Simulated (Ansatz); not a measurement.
# Data sheet: Zr (DFT)

Zr:
```cif
data_Zr2
_chemical_formula_sum 'Zr2'
_space_group_name_H-M_alt 'P 1'
_space_group_IT_number 1
_cell_length_a 4.33997
_cell_length_b 4.33997
_cell_length_c 4.33997
_cell_angle_alpha 60.000
_cell_angle_beta 60.000
_cell_angle_gamma 60.000
loop_
_space_group_symop_operation_xyz
  'x, y, z'
loop_
_atom_site_label
_atom_site_type_symbol
_atom_site_fract_x
_atom_site_fract_y
_atom_site_fract_z
_atom_site_occupancy
Zr1 Zr 0.00000 0.00000 0.00000 1
Zr2 Zr 0.25000 0.25000 0.25000 1
```

Space group Fd-3m (No. 227), diamond; conventional cell a = 6.138 Å, b = 6.138 Å, c = 6.138 Å, α = 90.00°, β = 90.00°, γ = 90.00°.

Method: the program Ansatz at the PBEsol level (PAW). Geometry: relaxed at this level of theory. Other levels are named where they apply.

### Cell and energy

Volume per atom: 28.90 Å³
Density: 5.24 g/cm³

### Electronic structure

* **Electronic character**: metallic (no gap)
* **Density of states at the Fermi level**: 2.4 states/eV per atom (mean over ±0.08 eV)
* **Gap with spin–orbit coupling**: none (metallic)

### Mechanics

* **Bulk modulus (Birch–Murnaghan fit)**: 39.6 GPa
* **Pressure derivative B′**: 2.7

### Phonons

- Zone-centre stability = unstable, softest mode 108i cm⁻¹

The start of the workflow was typed in or built on a structure type; neither database checked (COD, Materials Project) lists it. It is not the phase usual at ambient conditions (space group No. 194). The PBEsol relaxation kept the symmetry of its start. The run is not spin-polarised. The volume moved by -22 % from the start of the relaxation. As this level gives no gap, phonon frequencies hold no LO–TO term and depend on the k-mesh and smearing (Fermi–Dirac, 0.1 eV here). Scalar-relativistic: spin–orbit coupling is off unless named, which matters more the heavier the elements.

Potentials: the later of the program's two PAW sets.
